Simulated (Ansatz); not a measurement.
## GaN: from a starting cell to a relaxed one

The start is a relaxed GaN cell shaken by Gaussian noise of σ = 0.08 Å a coordinate. A full variable-cell relaxation at zero pressure is run with PBEsol (plane waves to 420 eV, PAW, scalar-relativistic; Ansatz, a first-principles code). The first steps use a coarse 7×7×2 k-mesh.

Input geometry:
```yaml
crystal:
  lattice:
    - [3.18109, 0.00000, 0.00000]
    - [-1.59055, 2.75491, 0.00000]
    - [0.00000, 0.00000, 15.57260]
  atoms:
    - { symbol: Ga, position: [0.99722, 0.01439, 0.99633] }
    - { symbol: Ga, position: [0.02033, 0.01648, 0.50023] }
    - { symbol: Ga, position: [0.66068, 0.33051, 0.83515] }
    - { symbol: Ga, position: [0.31534, 0.64450, 0.33481] }
    - { symbol: Ga, position: [0.60797, 0.30104, 0.16908] }
    - { symbol: Ga, position: [0.31903, 0.65704, 0.66536] }
    - { symbol: N, position: [0.96838, 0.98716, 0.87991] }
    - { symbol: N, position: [0.99856, 0.98500, 0.37847] }
    - { symbol: N, position: [0.64497, 0.30983, 0.70662] }
    - { symbol: N, position: [0.40409, 0.64384, 0.21172] }
    - { symbol: N, position: [0.68983, 0.32041, 0.03548] }
    - { symbol: N, position: [0.31678, 0.66924, 0.54511] }
```

Relative to the parent: The parent structure is recovered, P6₃mc (No. 186)
Shortest distances (start → end): The closest pairs of elements (up to four, under 3.6 Å), start → end: Ga–N 1.66 → 1.95 Å; N–N 2.95 → 3.18 Å; Ga–Ga 3.09 → 3.18 Å
Band gap at the end: 1.76 eV, direct at Γ (no spin-orbit coupling)
Optimiser moves: 4

Final structure:

```cif
data_Ga6N6
_chemical_formula_sum 'Ga6 N6'
_space_group_name_H-M_alt 'P63mc'
_space_group_IT_number 186
_space_group_name_Hall 'P 6c -2c'
_cell_length_a 3.18106
_cell_length_b 3.18106
_cell_length_c 15.57333
_cell_angle_alpha 90.000
_cell_angle_beta 90.000
_cell_angle_gamma 120.000
loop_
_atom_site_label
_atom_site_type_symbol
_atom_site_symmetry_multiplicity
_atom_site_Wyckoff_symbol
_atom_site_fract_x
_atom_site_fract_y
_atom_site_fract_z
_atom_site_occupancy
Ga1 Ga 2 a 0.00000 0.00000 0.00065 1
Ga2 Ga 2 b 0.33333 0.66667 0.33419 1
Ga3 Ga 2 b 0.66667 0.33333 0.16747 1
N1 N 2 a 0.00000 0.00000 0.37554 1
N2 N 2 b 0.33333 0.66667 0.20898 1
N3 N 2 b 0.66667 0.33333 0.04228 1
```

Final values are on a 10×10×2 k-mesh of the relaxed cell. No spin polarisation in the result.

The first start was generated by placing the elements on the sites of a structure type. A measured structure of GaN has the same space group, P6₃mc (No. 186); the sites were not compared with it.
